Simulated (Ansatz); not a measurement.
Values for one crystal, relaxed and computed with LDA in the plane-wave PAW code Ansatz; other levels are named.

- Volume per atom: 24.10 Å³
- Band gap: 0.52 eV (indirect)
- Smallest direct gap on the standard path: 0.60 eV
- Bulk modulus (Birch–Murnaghan fit): 38.6 GPa
- Hole effective mass: 0.45, 0.64, 6.3 mₑ (principal values)
- HSE06 gap on the LDA cell: 1.11 eV
- Pressure derivative B′: 7.4

### Question
Pick the material that matches.
A. MoSe2, R3m (Mo on 3a, Se on 3a, Se on 3a)
B. GeTePb2Se2, P3m1 (Pearson symbol hP6)
C. HgSe, P3_221 (Hg on 3a, Se on 3b)
D. MoSeS, P-6m2 (Mo on 1c, Mo on 1f, Se on 2h, S on 2i)

### Answer
C, HgSe, P3_221 (Hg on 3a, Se on 3b)

The workflow started from a Materials Project entry (that database holds measured and hypothetical structures alike); the Crystallography Open Database copy checked does not list it. COD files the formula under space group No. 216. Whether it is the stable phase at ambient conditions was not checked. The LDA relaxation kept the symmetry of its start; whether a distortion lowers the energy is not shown. A crystal of weakly bound chains computed without a dispersion correction: the cell and the soft elastic constants depend strongly on that. Scalar-relativistic: spin–orbit coupling is off unless named, which matters more the heavier the elements.

Potentials: the later of the program's two PAW sets.
